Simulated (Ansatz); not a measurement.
## Si2Ni: from a starting cell to a relaxed one

The start is a generated cell, Si2Ni placed in the AlB2 structure type. The structure is fully relaxed (lattice and positions, P = 0) with r2SCAN (plane waves to 500 eV, PAW, scalar-relativistic; Ansatz, a quantum-chemistry and plane-wave program). The first steps use a coarse 6×6×5 k-mesh.

The start:
```
Si2Ni
1.0
    4.28252     0.00000     0.00000
   -2.14126     3.70877     0.00000
    0.00000     0.00000     4.63695
Ni Si
1 2
Direct
  0.00000   0.00000   0.00000
  0.33333   0.66667   0.50000
  0.66667   0.33333   0.50000
```
Spin-polarised start, with parallel moments on Ni.

Problem. How much energy is released per atom?

Solution. 1.08 eV/atom.

Problem. How do the shortest distances between atoms change?

Solution. The closest pairs of elements (up to four, under 3.6 Å), start → end: Si–Si 2.47 → 2.44 Å; Ni–Ni 4.28 → 2.47 Å; Ni–Si 3.39 → 2.73 Å.

Problem. Is the relaxed structure metallic? Give its gap.

Solution. No gap (metallic).

Problem. What magnetic moments remain?

Solution. Zero (the starting moments vanished).

Problem. Write out the relaxed structure.

Solution. 
```cif
data_NiSi2
_chemical_formula_sum 'Ni1 Si2'
_space_group_name_H-M_alt 'P6/mmm'
_space_group_IT_number 191
_space_group_name_Hall '-P 6 2'
_cell_length_a 4.22399
_cell_length_b 4.22399
_cell_length_c 2.47319
_cell_angle_alpha 90.000
_cell_angle_beta 90.000
_cell_angle_gamma 120.000
loop_
_atom_site_label
_atom_site_type_symbol
_atom_site_symmetry_multiplicity
_atom_site_Wyckoff_symbol
_atom_site_fract_x
_atom_site_fract_y
_atom_site_fract_z
_atom_site_occupancy
Ni1 Ni 1 a 0.00000 0.00000 0.00000 1
Si1 Si 2 d 0.33333 0.66667 0.50000 1
```

The space group stays P6/mmm (No. 191) (the run could not lower it), with 3 atoms in the primitive cell. Final values are on a 13×13×19 k-mesh of the relaxed cell. No spin polarisation in the result: the starting moments vanished. A magnetic state may lie lower.

The run could not lose the symmetry of its start, so the end can be a saddle point.

All atoms sit on sites fixed by symmetry, so only the cell could relax.

The relaxed structure here is a generated cell of Si2Ni: the first start was made by placing the elements on the sites of a structure type, and the end was not matched to a known phase here, so it may be hypothetical. Known forms of Si2Ni include space group No. 225.
